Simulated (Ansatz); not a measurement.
NbZn3:
```xyz
4
Lattice="3.9016 0.0000 0.0000 0.0000 3.9016 0.0000 0.0000 0.0000 3.9016" Properties=species:S:1:pos:R:3 pbc="T T T"
Nb     0.0000     0.0000     0.0000
Zn     1.9508     0.0000     1.9508
Zn     0.0000     1.9508     1.9508
Zn     1.9508     1.9508     0.0000
```

Relaxed with r²SCAN. Special points in fractions of this cell's reciprocal vectors: Γ (0.000, 0.000, 0.000); X (0.000, 0.500, 0.000); M (0.500, 0.500, 0.000); R (0.500, 0.500, 0.500).

Q: List the band energies nearest the Fermi level at these points for plane-wave PAW r²SCAN (Ansatz code).

A: In eV from the Fermi level; about four levels below and three above (degenerate sets whole), none deeper than 8.9 eV; points with the same levels are listed once.

| k | below | above |
|---|---|---|
| Γ | -6.41 -6.41 -6.41 -1.34 -1.34 | 0.41 0.41 0.41 |
| X | -6.37 -1.12 -1.12 -1.10 | 1.60 1.96 3.73 |
| M | -3.49 -3.49 -0.36 -0.36 | 2.04 2.82 2.96 |
| R | -2.52 -1.18 -1.18 -1.18 | 2.41 2.41 5.08 |

Space group Pm-3m (Cu3Au type). The first step of the workflow began from a Materials Project structure, measured or hypothetical; the Crystallography Open Database files this formula in space group No. 221, but the cells were not matched. Whether it is the stable phase at ambient conditions was not checked. The cell was relaxed with r²SCAN under the symmetry of its start; its stability against distortions is not shown here. No spin polarisation was allowed. Scalar-relativistic: spin–orbit coupling is off unless named, which matters more the heavier the elements.

Potentials: the later of the program's two PAW sets.
